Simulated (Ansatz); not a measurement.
Ga$_{3}$Se: energy along a strain

Ga$_{3}$Se, Pm-3m, a = 4.225 Å. The structure is a Materials Project entry; whether it is the stable form wasn't checked. Ansatz: PBEsol+D3(BJ), PAW, 420 eV, Γ-centred 12×12×12 mesh on 4 atoms, Gaussian smearing 0.15 eV; no spin polarisation. Cell vectors (Å): 4.225 0.000 0.000; 0.000 4.225 0.000; 0.000 0.000 4.225. The cell is strained by x per cent times the pattern (0 0 0 0 0 1) in the order xx yy zz yz xz xy (engineering shears), with fractional coordinates held. y is the free energy over the start, V0 = 18.854 Å³/atom. Symmetry makes y even in x.

```tsv
x (%)	y (meV/atom)
-6.00	1.41
-3.00	0.05
0.00	0.00
1.50	-0.02
3.75	0.21
4.50	0.48
5.25	?
```

**Question.** Fit y = c2 x² + c4 x⁴ to the other rows, get the stiffness along the pattern, and predict the missing energy.

**Answer.** Least squares on the rows shown. y = −0.0004641 x² + 0.001107 x⁴. The clamped-ion stiffness p·C·p = 2 × -0.004641 eV × 160.2 / 18.854 Å³ = -0.1 GPa, which is C66 in these axes (C44 of the cubic crystal). With a term in x⁶ added, the coefficient of x² becomes -0.01291, 2682 % more, which shows how far this figure hangs on the form. At x = 5.25 the fit asked for gives 0.83 meV/atom. The run gave 0.88 meV/atom, so the fit is 0.05 meV/atom too low, within twice the rms miss on the fitted rows (0.03 meV/atom).

Spin polarisation was left out, and a magnetic state may lie lower.

Cost: 7 runs of about 2.4 core-minutes in all, on Intel Xeon Platinum 8488C (Sapphire Rapids) (shared hosts).